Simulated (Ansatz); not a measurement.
Input:

LaB2:
```
LaB2
1.0
   -2.03546     2.03546     3.50394
    2.03546    -2.03546     3.50394
    2.03546     2.03546    -3.50394
La B
1 2
Direct
  0.00000   0.00000   0.00000
  0.39086   0.39086   0.00000
  0.60914   0.60914   0.00000
```

This is the r²SCAN-relaxed structure.

### Question
All from DFT-r²SCAN in the program Ansatz with PAW potentials, unless another level is named. Give the electronic character.

### Answer
metallic (no gap).

### Question
Give the density of states at the Fermi level.

### Answer
0.50 states/eV per atom (mean over ±0.08 eV).

### Question
And the formation energy from the elements (no fitted shifts)?

### Answer
0.41 eV/atom.

### Question
Predict the gap with spin–orbit coupling.

### Answer
none (metallic).

Space group I4/mmm (MoSi2 or CaC2 type). The start of the workflow was typed in or built on a structure type; neither database checked (COD, Materials Project) lists it. Whether it is the stable phase at ambient conditions was not checked. Symmetry was held in the r²SCAN relaxation; whether a distortion lowers the energy is not shown. Its formation energy is positive at this level, so the cell may be metastable or incomplete. The references are the lowest solids computed at this level, not always the standard phases. Scalar-relativistic: spin–orbit coupling is off unless named, which matters more the heavier the elements.

Potentials: the earlier of the program's two PAW sets.
